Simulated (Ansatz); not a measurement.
# Where the states of VSi lie

```cif
data_structure
_symmetry_space_group_name_H-M 'Fm-3m'
_symmetry_Int_Tables_number 225
_cell_length_a 4.8873
_cell_length_b 4.8873
_cell_length_c 4.8873
_cell_angle_alpha 90.000
_cell_angle_beta 90.000
_cell_angle_gamma 90.000
_cell_volume 116.74
loop_
_atom_site_label
_atom_site_type_symbol
_atom_site_symmetry_multiplicity
_atom_site_Wyckoff_symbol
_atom_site_fract_x
_atom_site_fract_y
_atom_site_fract_z
_atom_site_occupancy
V1 V 4 a 0.00000 0.00000 0.00000 1
Si1 Si 4 b 0.50000 0.00000 0.00000 1
```

The runs use the primitive cell with vectors (0.000, 2.444, 2.444), (2.444, 0.000, 2.444), (2.444, 2.444, 0.000) Å, to which the k mesh refers.

The structure comes from a relaxation in the same program, started in the rocksalt type, and has space group Fm-3m. Whether it is a known phase or the ground state wasn't checked.

Theory: DFT, PBE, all-electron LAPW, scalar-relativistic (Ansatz 0.2.0).

The runs use a Γ-centred 13×13×13 k mesh, Fermi–Dirac smearing of 0.03 eV, basis error target 0.5 meV/atom, spin-polarised from start moments V1 1.5 μB (the moments died away, and the run ended non-magnetic).

**Question.** Which of the resolved shells contributes most within 0.3 eV of the Fermi level?

**Answer.** V 3d, with 81 % of all states there; Si 3p follows with 14 %.

**Question.** Where is the centre of the filled V 3d states between -14 eV and the top of the filled states?

**Answer.** -2.29 eV from the Fermi level.

**Question.** Tabulate the density of states.

**Answer.** States per eV and cell, averaged over 0.4 eV, from -9.8 to 1.6 eV, with energies (bin centres) from the Fermi level; empty bins are left out. The partial columns, the largest 3 alone, are projections on Löwdin-orthogonalised atomic shells (those that the program's projection atoms carry: the occupied ones and, for some elements, an empty d or f shell; other empty shells have no column), summed over atoms of an element. Weights on diffuse s and p shells depend on that basis and aren't pure angular character.
```
E (eV)  total  V 3d  Si 3p  Si 3s
  -9.7   0.28  0.00   0.04   0.13
  -9.3   0.34  0.01   0.06   0.17
  -8.9   0.41  0.02   0.07   0.22
  -8.5   0.52  0.04   0.08   0.30
  -8.1   0.71  0.08   0.09   0.45
  -7.7   1.34  0.22   0.09   0.93
  -7.3   0.87  0.20   0.03   0.62
  -5.7   0.11  0.02   0.06   0.01
  -5.3   0.30  0.07   0.18   0.02
  -4.9   0.51  0.12   0.29   0.04
  -4.5   0.93  0.26   0.53   0.06
  -4.1   1.64  0.40   1.08   0.08
  -3.7   0.90  0.33   0.48   0.05
  -3.3   1.44  0.63   0.72   0.04
  -2.9   1.59  0.89   0.63   0.02
  -2.5   1.72  1.12   0.54   0.01
  -2.1   3.08  1.98   1.04   0.01
  -1.7   1.45  0.98   0.43   0.01
  -1.3   0.91  0.64   0.24   0.00
  -0.9   0.57  0.44   0.12   0.00
  -0.5   1.03  0.88   0.12   0.00
  -0.1   1.80  1.45   0.27   0.02
   0.3   2.65  2.28   0.24   0.03
   0.7   3.89  3.58   0.17   0.05
   1.1   1.27  1.08   0.12   0.01
   1.5   2.67  1.91   0.41   0.07
```
